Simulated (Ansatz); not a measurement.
Geometry optimisation in Ansatz: input, command and trajectory.

```yaml
crystal:
  lattice:
    - [0.0, 3.7978900189, 3.7978900189]
    - [3.7978900189, 0.0, 3.7978900189]
    - [3.7978900189, 3.7978900189, 0.0]
  atoms:
    - { symbol: Ag, position: [0.625, 0.625, 0.625] }
    - { symbol: Ag, position: [0.125, 0.625, 0.625] }
    - { symbol: Ag, position: [0.625, 0.625, 0.125] }
    - { symbol: Ag, position: [0.625, 0.125, 0.625] }
    - { symbol: Pt, position: [0.0, 0.0, 0.0] }
    - { symbol: Pt, position: [0.25, 0.25, 0.25] }
basis:
  ecutwfc: 420
kpoints:
  mp_grid: { grid: [4, 4, 4] }
hamiltonian:
  xc: pbe
scf:
  occupations: { method: gaussian, width: 0.1 }
  lower_state_search: "off"
output:
  forces: true
  stress: true
  eigenvalues: true
relax:
  adjacent_minimum: "off"
  f_tol: 0.04
  max_steps: 70
  cell: { stress_tol: 0.4 }
```

```bash
ansatz run input.yaml --threads 1 --pin off --max-ram 2560MiB --backend cpu --events-out ev --progress --plain --runs-dir out
```

All numbers below come from DFT PBE, scalar-relativistic, plane waves, PAW (Ansatz).

Of 4 frames 4 are shown, positions in Å and forces in eV/Å; the SCF threshold varies from step to step. Steps run on the plane waves of an earlier cell, with a Pulay correction in the pressure. The basis is chosen afresh for the last frame, the zero of the energies, and at times for earlier ones too; energy and pressure step there, also at an unchanged geometry.

```xyz
6
Lattice="0.0000 3.7979 3.7979 3.7979 0.0000 3.7979 3.7979 3.7979 0.0000" Properties=species:S:1:pos:R:3:forces:R:3 pbc="T T T" step=1 free_energy_over_end_meV_per_atom=10.25 pressure_GPa=-4.35
Ag    4.7474    4.7474    4.7474    0.0000    0.0000    0.0000
Ag    4.7474    2.8484    2.8484    0.0000    0.0000    0.0000
Ag    2.8484    2.8484    4.7474    0.0000    0.0000    0.0000
Ag    2.8484    4.7474    2.8484    0.0000    0.0000    0.0000
Pt    0.0000    0.0000    0.0000    0.0000    0.0000    0.0000
Pt    1.8989    1.8989    1.8989    0.0000    0.0000    0.0000
6
Lattice="0.0000 3.7149 3.7149 3.7149 0.0000 3.7149 3.7149 3.7149 0.0000" Properties=species:S:1:pos:R:3:forces:R:3 pbc="T T T" step=2 free_energy_over_end_meV_per_atom=4.00 pressure_GPa=3.35
Ag    4.6436    4.6436    4.6436    0.0000    0.0000    0.0000
Ag    4.6436    2.7862    2.7862    0.0000    0.0000    0.0000
Ag    2.7862    2.7862    4.6436    0.0000    0.0000    0.0000
Ag    2.7862    4.6436    2.7862    0.0000    0.0000    0.0000
Pt    0.0000    0.0000    0.0000    0.0000    0.0000    0.0000
Pt    1.8574    1.8574    1.8574    0.0000    0.0000    0.0000
6
Lattice="0.0000 3.7501 3.7501 3.7501 0.0000 3.7501 3.7501 3.7501 0.0000" Properties=species:S:1:pos:R:3:forces:R:3 pbc="T T T" step=3 free_energy_over_end_meV_per_atom=-0.29 pressure_GPa=-0.30
Ag    4.6876    4.6876    4.6876    0.0000    0.0000    0.0000
Ag    4.6876    2.8126    2.8126    0.0000    0.0000    0.0000
Ag    2.8126    2.8126    4.6876    0.0000    0.0000    0.0000
Ag    2.8126    4.6876    2.8126    0.0000    0.0000    0.0000
Pt    0.0000    0.0000    0.0000    0.0000    0.0000    0.0000
Pt    1.8750    1.8750    1.8750    0.0000    0.0000    0.0000
6
Lattice="0.0000 3.7501 3.7501 3.7501 0.0000 3.7501 3.7501 3.7501 0.0000" Properties=species:S:1:pos:R:3:forces:R:3 pbc="T T T" step=4 free_energy_over_end_meV_per_atom=0.00 pressure_GPa=-0.29
Ag    4.6876    4.6876    4.6876    0.0000    0.0000    0.0000
Ag    4.6876    2.8126    2.8126    0.0000    0.0000    0.0000
Ag    2.8126    2.8126    4.6876    0.0000    0.0000    0.0000
Ag    2.8126    4.6876    2.8126    0.0000    0.0000    0.0000
Pt    0.0000    0.0000    0.0000    0.0000    0.0000    0.0000
Pt    1.8750    1.8750    1.8750    0.0000    0.0000    0.0000
```

The start puts this composition into another compound's structure type, which needn't suit it. At the end the space group is Fd-3m (tolerance 0.05 Å).

The run took 23 s on 1 thread of Intel(R) Xeon(R) Platinum 8259CL CPU @ 2.50GHz (Skylake/Cascade Lake), with other jobs on the host, peak memory 0.46 GiB.

The k mesh is coarse. Spin–orbit coupling is left out, which can shift energies with elements as heavy as these.